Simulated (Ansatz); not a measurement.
LaSb:
```
CELL_PARAMETERS angstrom
      0.00000     3.20046     3.20046
      3.20046     0.00000     3.20046
      3.20046     3.20046     0.00000
ATOMIC_POSITIONS crystal
  La 0.00000 0.00000 0.00000
  Sb 0.50000 0.50000 0.50000
```

This is the LDA-relaxed structure.

Problem. All from LDA in the plane-wave PAW code Ansatz, unless another level is named. Give the electronic character.

Solution. metallic (no gap).

Problem. Give the density of states at the Fermi level.

Solution. 0.12 states/eV per atom (mean over ±0.08 eV).

Problem. Give the formation energy from the elements (no fitted shifts).

Solution. -1.26 eV/atom.

Space group Fm-3m (rock salt). The first step of the workflow began from a Materials Project structure, measured or hypothetical; the Crystallography Open Database files this formula in space group No. 225, but the cells were not matched. Its standing as an ambient phase is unchecked. Symmetry was held in the LDA relaxation; of distortions, only those at the zone centre were tested. The references are the lowest solids computed at this level, not always the standard phases. Scalar-relativistic: spin–orbit coupling is off unless named, which matters more the heavier the elements.

Potentials: the later of the program's two PAW sets.
